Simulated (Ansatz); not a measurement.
# One run on GdIn (Pm-3m): U = 3 eV on Gd f

These are results of DFT, LDA+U, PAW with Ansatz's default frozen-core files, scalar-relativistic (Ansatz 0.2.0), not measurements.

Command: `ansatz run input.yaml --threads 1 --pin off --max-ram 3072MiB --backend cpu --events-out ev --progress --plain --runs-dir out`

```yaml
crystal:
  lattice:
    - [3.83, 0.0, 0.0]
    - [0.0, 3.83, 0.0]
    - [0.0, 0.0, 3.83]
  atoms:
    - { symbol: Gd, position: [0.0, 0.0, 0.0], spin: 7.0 }
    - { symbol: In, position: [0.5, 0.5, 0.5] }
magnetization:
  spin_polarized: true
kpoints:
  mp_grid: { grid: [10, 10, 10] }
scf:
  occupations: { method: fermi_dirac, width: 0.03 }
hamiltonian:
  xc: lda
  pseudopotentials: { kind: paw }
  hubbard: { sites: [{ species: Gd, l: f, u_eff: 3 }] }
output:
  forces: true
  stress: true
  eigenvalues: true
  hubbard: { sites: [{ species: Gd, l: f }] }
  populations: true
  write_density: true
  write_potential: true
  elf: true
  volumetric_format: npy
```

Output:

```
Gd: projections on atomic orbitals take those of the free atom [Kr 4d10] 4f7 5s2 5p6 5d1 6s2, of charge +0.00 (hamiltonian.pseudopotentials.projection_atoms); the dataset's partial waves leave at most 2.5e-4 of an orbital's norm unspanned inside its sphere
In: projections on atomic orbitals take those of the free atom [Kr] 4d10 5s2 5p1, of charge +0.00 (hamiltonian.pseudopotentials.projection_atoms); the dataset's partial waves leave at most 3.8e-6 of an orbital's norm unspanned inside its sphere
Engine: ansatz 0.2.0
Pseudopotentials: kind: paw
Pseudopotential: Gd, paw, valence charge 18, recommended cutoff 420 eV (normal), Gd.paw.azcp
Pseudopotential: In, paw, valence charge 13, recommended cutoff 420 eV (normal), In.paw.azcp
Functional definition: SPW92
  exchange = slater_x
  correlation = pw_c
Crystal: 2 atoms, lattice volume = 56.182 Å³
Basis set: ecut = 420 eV, 1045 PW (Γ)
Bands: 23, of which v1, the nominal top of the filled ones, is band 16 counted from 1 (15 counted from 0)
Symmetry: 48 space group operations
Space group: Pm-3m (ITA 221), of the structure as read, at distance tolerance 3.8e-5 Å
Magnetic group: BNS 221.92 (UNI 1594), of the structure as read, at distance tolerance 3.8e-5 Å
k-points: 56 of 1000
Non-local potential: Gd, projectors of the file, l = 0: 3, l = 1: 2, l = 2: 2, l = 3: 3
Non-local potential: In, projectors of the file, l = 0: 2, l = 1: 2, l = 2: 2, l = 3: 2
PAW form: soft (Blöchl's): semilocal exchange-correlation on the pseudo side does not see the compensation charge
PAW frozen core: Gd, regenerated for the run's functional, and the local potential with it (the file was generated under x = pbe(κ = 0.804, μ = 0.2195149727645171), c = pbe(β = 0.06672455060314922))
PAW frozen core: In, regenerated for the run's functional, and the local potential with it (the file was generated under x = pbe(κ = 0.804, μ = 0.2195149727645171), c = pbe(β = 0.06672455060314922))
PAW one-centre angular grid: Gd, 590 points (default); XC on 64 Gauss nodes
PAW one-centre angular grid: In, 590 points (default); XC on 64 Gauss nodes
Initial density: superposition of atomic densities (chi_scale 0.1, normalization cell)
Starting moments: Σ|m| = 7 μB on 1 of 2 sites
Initial wavefunctions: pseudopotential atomic-orbital guess
Functional: x = slater, c = lda
iter 1 solved again at ethr=1.70e-3 eV; its pass at ethr=3.10e-3 eV (dr2=5.27e-1 eV) is discarded
SCF iter   1: F=—  HF=-14584.485933 eV  |F-HF|=—  |Δ(HF+E_count)|=         —  Δρ=2.98e-2 (↑1.22e-2 ↓2.98e-2)  dr2=5.27e-1  dr2_m=1.63e-1  M=7.091 μB ∫|m|=7.147 μB  β_m=0.30  ethr=1.70e-3  ⟨swp⟩=1.0  Hψ=13469  notcnv=0
Mixer restart at iter 1: flushing history
[...]
SCF iter   8: F=—  HF=-14584.853898 eV  |F-HF|=—  |Δ(HF+E_count)|=   1.75e-6  Δρ=2.13e-5 (↑1.52e-5 ↓2.13e-5)  dr2=7.29e-7  dr2_m=1.52e-8  M=7.221 μB ∫|m|=7.319 μB  β_m=0.97  ethr=3.73e-8  ⟨swp⟩=2.3  Hψ=4018  notcnv=0  defer=5
SCF iter   9: F=—  HF=-14584.853898 eV  |F-HF|=—  |Δ(HF+E_count)|=   1.22e-7  Δρ=3.14e-6 (↑2.28e-6 ↓3.14e-6)  dr2=2.15e-8  dr2_m=2.37e-10  M=7.221 μB ∫|m|=7.320 μB  β_m=0.98  ethr=2.35e-9  ⟨swp⟩=2.0  Hψ=4270  notcnv=0  defer=5
SCF iter  10: F=-14584.853898 eV  HF=-14584.853898 eV  |F-HF|=2.28e-9  |Δ(HF+E_count)|=   3.22e-9  Δρ=1.70e-6 (↑3.40e-7 ↓1.70e-6)  dr2=2.38e-9  dr2_m=3.25e-10  M=7.221 μB ∫|m|=7.320 μB  ethr=6.93e-11  ⟨swp⟩=6.1  Hψ=14876  notcnv=0
SCF 1 converged in 10 iterations: F = -14584.853898 eV  dr2 = 2.38e-9
  greatest PAW one-centre occupation: 0.997 electrons in one spin orbital (limit 2), on the Gd atom at site 0 (counted from 0), in its partial waves of l = 0
the search or the solves at the SCF's close seem to have found levels that the self-consistency loop had missed (the run counts 1). By its estimate they hold under 1e-12 electrons; where the run keeps them, the occupations were computed again with them
SCF converged after 10 iterations
[...]
  E_xc         = -445.466744
  E_vxc        = -354.260450  (∫ρ·V_xc dr)
  E_hubbard    = 0.074434  (on-site DFT+U / exact-exchange correction)
  E_vhub       = -10.413935  (the Hubbard potential's part of the band-sum identity)
  E_paw        = -10258.547220  (= ΣΔE_a)
  E_vpaw       = -408.280814  (= ΣTr[D̂ρ^β])
  E_aug_tail   = 0.000026  (compensation charges beyond the density's cutoff)
  E_ewald      = -3335.028747
  E_core_change = 1.563570  (= ΣΔE_core)
  E_smearing   = -0.003639  (= −TS)
  E_closure    = 0.000000  (closes the sum)
  Σ components = -14584.853898   (vs F -14584.853898, Δ=0.00e0)
--- Forces (eV/Å), atoms counted from 1 ---
  atom   1  Gd     0.00000000    -0.00000000     0.00000000
  atom   2  In     0.00000000     0.00000000     0.00000000
  max |Σ_I F_I| component: 2.68e-29 eV/Å
--- Stress (GPa, compression-positive) ---
       -5.984379      -0.000000       0.000000
        0.000000      -5.984379      -0.000000
        0.000000      -0.000000      -5.984379
  P = ⅓ Tr σ = -5.9844 GPa (-59.844 kbar)
--- Band table (eV; the first three rows and the last of 112) ---
  k-point 0 ↑: bands = ["-33.8346", "-11.1193", "-11.1193", "-11.1193", "-2.3855", "-2.3855", "-2.3163", "-2.3163", "-2.3163", "3.9917", "4.9637", "4.9637", "4.9637", "4.9747", "4.9747", "4.9747", "4.9896", "11.2064", "11.2064", "14.8777", "14.8777", "14.8777", "14.9848"]
  k-point 1 ↑: bands = ["-33.8337", "-11.1412", "-11.1178", "-11.1178", "-2.3845", "-2.3745", "-2.3179", "-2.3179", "-2.3158", "4.1186", "4.9625", "4.9654", "4.9654", "4.9709", "4.9769", "4.9769", "4.9895", "11.1265", "11.2406", "14.0385", "14.0385", "14.3825", "14.9904"]
  k-point 2 ↑: bands = ["-33.8314", "-11.1981", "-11.1138", "-11.1138", "-2.3817", "-2.3456", "-2.3220", "-2.3220", "-2.3145", "4.4839", "4.9595", "4.9673", "4.9689", "4.9689", "4.9840", "4.9840", "4.9893", "10.6193", "11.3340", "13.2810", "13.2810", "14.0543", "15.0053"]
  k-point 55 ↓: bands = ["-30.8200", "-9.0799", "-9.0799", "-9.0799", "-2.3504", "-2.3504", "-2.3504", "-2.2176", "-2.2176", "8.9413", "9.5933", "9.5933", "9.5933", "12.9826", "12.9826", "12.9826", "13.0411", "13.0411", "13.0411", "13.1990", "16.4256", "16.4256", "16.4256"]
Occupation matrices written to <dir>
--- Löwdin populations: 2 sites ---
  site symbol       q [e]    m [muB]
     0     Gd     17.5997     7.3043
     1     In     13.3735    -0.0827
  spilling = 0.000862 (of n_electrons = 31.000000)
--- Occupation matrices: 1 shell (run DFT+U table (all-electron-ortho-atomic); ε = 9.30e-4) ---
  Gd0 f_4F: site group Oh (m-3m)
  Gd0 f_4F up     Tr n = 6.9959  λ = 0.999 0.999 0.999 0.999 1.000 1.000 1.000  [7× z3 0.14 (T1u 0.43) T1u(0.43)]
  Gd0 f_4F dn     Tr n = 0.0459  λ = 0.002 0.002 0.002 0.010 0.010 0.010 0.010  [3× z3 0.33 (T1u 1.00) T1u(1.00) | 4× z(x2-y2) 0.25 (T2u 0.75) T2u(0.75)]
  Tr n, λ and their labels are of the run-group-symmetrised matrices; stabiliser: 48 of 96 elements of G0×{1,Θ} (closed), max defect 3.9e-15 at τ = 2.0e-4
```

populations.tsv:

```
# site	symbol	l	j	q_up	q_dn
# orbitals = lowdin
# n_electrons = 31.000000
# spilling = 0.000862
# projection_atom_Gd: [Kr 4d10] 4f7 5s2 5p6 5d1 6s2
# projection_atom_In: [Kr] 4d10 5s2 5p1
0	Gd	0_5S	-	0.975040	0.978598
0	Gd	0_6S	-	0.223494	0.202131
0	Gd	1_5P	-	2.986133	2.978870
0	Gd	2_5D	-	1.270067	0.938533
0	Gd	3_4F	-	6.997290	0.049589
1	In	0_5S	-	0.602284	0.629222
1	In	1_5P	-	1.055798	1.112500
1	In	2_4D	-	4.987338	4.986384
```

Site moments (μB): Gd1 7.14, In2 -0.04. Cell moment 7.22 μB.

The magnetic group in the log treats spin as a scalar label, without spin–orbit coupling.

The PAW files were made with PBE; the program remakes their cores once for the run's functional and then keeps them frozen. Spin–orbit coupling is left out although heavy atoms are present. With open f shells a run can end in a state that isn't the lowest. These are results for the start and cell typed. The real compound can order otherwise, in a larger cell, or not at all, since semilocal functionals at zero temperature often overstate magnetism.

It took 16 s on 1 thread of Arm Neoverse V1 (shared host), peak memory 0.48 GiB.
